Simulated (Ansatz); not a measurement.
ZrTa:
```yaml
crystal:
  lattice:
    - [1.47746, -5.72821, 0.00000]
    - [1.47746, 5.72821, 0.00000]
    - [0.00000, 0.00000, 4.90398]
  atoms:
    - { symbol: Zr, position: [0.67861, 0.32139, 0.25000] }
    - { symbol: Ta, position: [0.93541, 0.06459, 0.25000] }
    - { symbol: Zr, position: [0.32139, 0.67861, 0.75000] }
    - { symbol: Ta, position: [0.06459, 0.93541, 0.75000] }
```

Relaxed with PBE. Special points in fractions of this cell's reciprocal vectors: Γ (0.000, 0.000, 0.000); Y (-0.500, 0.500, 0.000); C0 (-0.267, 0.733, 0.000); Σ0 (0.267, 0.267, 0.000); Z (0.000, 0.000, 0.500); A0 (0.267, 0.267, 0.500); E0 (-0.267, 0.733, 0.500); T (-0.500, 0.500, 0.500); S (0.000, 0.500, 0.000); R (0.000, 0.500, 0.500).

Q: List the band energies nearest the Fermi level at these points for PBE (plane waves, PAW; program Ansatz).

A: In eV from the Fermi level; about four levels below and three above (degenerate sets whole), none deeper than 8.9 eV; points with the same levels are listed once.

| k | below | above |
|---|---|---|
| Γ | -1.83 -1.47 -1.21 -0.89 | 0.24 0.38 1.27 |
| Y | -0.95 -0.28 -0.11 -0.07 | 0.31 0.36 1.24 |
| C0 | -2.09 -1.69 -1.61 -1.51 | 0.25 0.34 0.78 |
| Z | -1.29 -1.29 -0.61 -0.61 | 0.04 0.04 1.17 1.17 |
| A0 | -1.92 -1.92 -0.57 -0.57 | 0.08 0.08 0.91 0.91 |
| T | -1.13 -1.13 -0.33 -0.33 | 0.43 0.43 1.30 1.30 |
| S | -2.28 -1.99 -1.84 -0.97 | 0.26 0.63 0.81 |
| R | -1.74 -1.74 -0.73 -0.73 | 0.05 0.05 1.05 1.05 |

Space group Cmcm. The start of the workflow was typed in or built on a structure type; neither database checked (COD, Materials Project) lists it. Whether it is the stable phase at ambient conditions was not checked. The PBE relaxation kept the symmetry of its start; its stability against distortions is not shown here. The run is not spin-polarised. Its formation energy is positive at this level, so the cell may be metastable or incomplete. Spin–orbit coupling is left out wherever it is not named.

Potentials: the later of the program's two PAW sets.
